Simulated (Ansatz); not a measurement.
NaF:
```xyz
2
Lattice="0.0000 2.2515 2.2515 2.2515 0.0000 2.2515 2.2515 2.2515 0.0000" Properties=species:S:1:pos:R:3 pbc="T T T"
Na     0.0000     0.0000     0.0000
F      2.2515     2.2515     2.2515
```

Relaxed with LDA. Special points in fractions of this cell's reciprocal vectors: Γ (0.000, 0.000, 0.000); X (0.500, 0.000, 0.500); U (0.625, 0.250, 0.625); K (0.375, 0.375, 0.750); L (0.500, 0.500, 0.500); W (0.500, 0.250, 0.750).

Task: List the band energies nearest the valence-band maximum at these points for DFT-LDA in the program Ansatz with PAW potentials.

Result: In eV from the valence-band maximum; about four levels below and three above (degenerate sets whole), none deeper than 8.9 eV; … stands for higher levels left out; points with the same levels are listed once.

```tsv
k	below	above
Γ	0.00 0.00 0.00	6.46 …
X	-1.46 -0.46 -0.46	13.14 …
U	-1.22 -0.97 -0.43	12.91 …
L	-1.85 -0.31 -0.31	10.94 …
W	-1.01 -1.01 -0.67	…
```

Space group Fm-3m (rock salt). The LDA relaxation kept the symmetry of its start; phonons on a q-mesh show no instability.

Potentials: the later of the program's two PAW sets.
